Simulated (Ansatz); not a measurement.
Ca: relaxation of cell and atoms

These are results of DFT, PBEsol, all-electron LAPW, scalar-relativistic (Ansatz 0.2.0), not measurements.

Command: `ansatz run input.yaml --threads 1 --pin off --max-ram 2048MiB --backend cpu --events-out ev --progress --plain --runs-dir out` The run took about 5 s on 1 thread of a shared machine.

```yaml
crystal:
  lattice:
    - [-2.2694770646, 2.2694770646, 2.2694770646]
    - [2.2694770646, -2.2694770646, 2.2694770646]
    - [2.2694770646, 2.2694770646, -2.2694770646]
  atoms:
    - { symbol: Ca, position: [0.0, 0.0, 0.0] }
kpoints:
  mp_grid: { grid: [10, 10, 10] }
scf:
  occupations: { method: fermi_dirac, width: 0.05 }
hamiltonian:
  xc: pbesol
  pseudopotentials: { kind: all_electron, lapw: { basis_error: 0.001 } }
output:
  forces: true
  stress: true
relax:
  f_tol: 0.005
  max_steps: 80
  cell: {}
```

The cell comes from COD entry 9011034, which wasn't checked; take it as a given geometry. It was measured hot, at 740 K. The listed cell was then made from it by scaling, straining or moving an atom.

Each frame lists the cell vectors (Å), then Cartesian positions (Å); symmetry keeps all forces zero. Free energies count from the first step, -18491.3016 eV.

The walk took 5 evaluations in all; steps that aren't listed are left out.

Step 1: E = 0.0 meV, P = -2.00 GPa

```
cell -2.2695 2.2695 2.2695 2.2695 -2.2695 2.2695 2.2695 2.2695 -2.2695
Ca    0.0000    0.0000    0.0000
```

Step 2: E = -25.1 meV, P = -1.38 GPa

```
cell -2.2304 2.2304 2.2304 2.2304 -2.2304 2.2304 2.2304 2.2304 -2.2304
Ca    0.0000    0.0000    0.0000
```

Step 3: E = -42.8 meV, P = 0.22 GPa

```
cell -2.1523 2.1523 2.1523 2.1523 -2.1523 2.1523 2.1523 2.1523 -2.1523
Ca    0.0000    0.0000    0.0000
```

(1) How does the relaxation end?

Answers

(1) It converges, with a = 4.325 Å, b = 4.325 Å, c = 4.325 Å, α = 90.00°, β = 90.00°, γ = 90.00° (conventional cell, space group Im-3m). The last solve (on a basis chosen afresh for the final cell, so its energy is not quite comparable) gives E = -43.1 meV, P = -0.02 GPa:
```
cell -2.1626 2.1626 2.1626 2.1626 -2.1626 2.1626 2.1626 2.1626 -2.1626
Ca    0.0000    0.0000    0.0000
```
